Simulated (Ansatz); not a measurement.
# Ga2Os under pressure: fit and missing row

Ga2Os, Fddd, a = 4.718 Å, b = 8.257 Å, c = 8.705 Å. The structure is a COD entry; whether it is the stable form wasn't checked. Ansatz: r2SCAN, PAW, 500 eV, Γ-centred 8×8×8 mesh on 6 atoms, Gaussian smearing 0.02 eV; no spin polarisation. Cell and atoms are relaxed at each pressure, and no other structure is tried, so the rows at high pressure may lie past a change of phase.

| V (Å³/atom) | P (GPa) |
| --- | --- |
| ? | 20.02 |
| 13.503 | 10.02 |
| 13.795 | 5.02 |
| 13.991 | 2.01 |
| 14.130 | 0.00 |
| 14.278 | -2.00 |

Question: Take V0 = 14.130 Å³/atom, fit the third-order Birch–Murnaghan form to the other rows, and predict the missing volume.

Answer: With the Eulerian strain f = ½[(V0/V)^(2/3) − 1] and y = P/[3f(1 + 2f)^(5/2)], the form is the line y = B0 + 1.5 B0 (B0′ − 4) f. Rows (f, y): 0.01536, 201.6; 0.00806, 199.5; 0.00331, 199.1; -0.00346, 196.1. Means f = 0.005817, y = 199.08; Σ(Δf)² = 0.0001884, ΣΔfΔy = 0.05259; the slope is their ratio. y = 197.5 + 279.0 f GPa, so B0 = 197.5 GPa and B0′ = 4 + 2 × (279.0)/(3 × 197.5) = 4.94. P = 20.02 GPa is met at f = 0.02831 (y = 205.40), so V = V0 (1 + 2f)^(−3/2) = 13.010 Å³/atom. The run gave 13.008 Å³/atom, so the fit is 0.002 Å³/atom too high, a small miss on the scale of the series. The form still works here, 83 % of the fitted range beyond its end.

Spin–orbit coupling is left out, which can shift energies with elements as heavy as these.